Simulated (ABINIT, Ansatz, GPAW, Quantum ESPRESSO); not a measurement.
## One calculation of LiBe, 4 ways

```xyz
2
Lattice="2.8112 0.0000 0.0000 0.0000 2.8112 0.0000 0.0000 0.0000 2.8112" Properties=species:S:1:pos:R:3 pbc="T T T"
Be    1.4056    1.4056    1.4056
Li    0.0000    0.0000    0.0000
```

The cell comes from a database or a generator and needn't be the stable form of this composition.

Alike in all runs: task single point; functional PBE; k mesh 9 × 9 × 9; occupations fermi-dirac, width 0.05 eV; no spin polarisation; no spin-orbit coupling. Pressure is positive in compression and, in plane waves, holds the error of the finite cutoff, which Ansatz's Pulay term estimates and takes out.

```csv
program and potentials,plane-wave cutoff (eV),notes,pressure (GPa)
"Ansatz, Ansatz PAW",420,2.5 valence electrons an atom on average,?
"ABINIT, JTH PAW PBE v2.0",517,3.5 valence electrons an atom on average,-0.08
"Quantum ESPRESSO, SSSP 1.3 efficiency PBE",748,3.5 valence electrons an atom on average,0.47
"GPAW, GPAW PAW data sets (gpaw-data 1.2.1)",800,1.5 valence electrons an atom on average,1.14
```

Q: Estimate from the other rows what the run with Ansatz, Ansatz PAW gave.

A: Pressure 0.37 GPa. The other rows, which needn't bracket it: pressure -0.08 to 1.14.
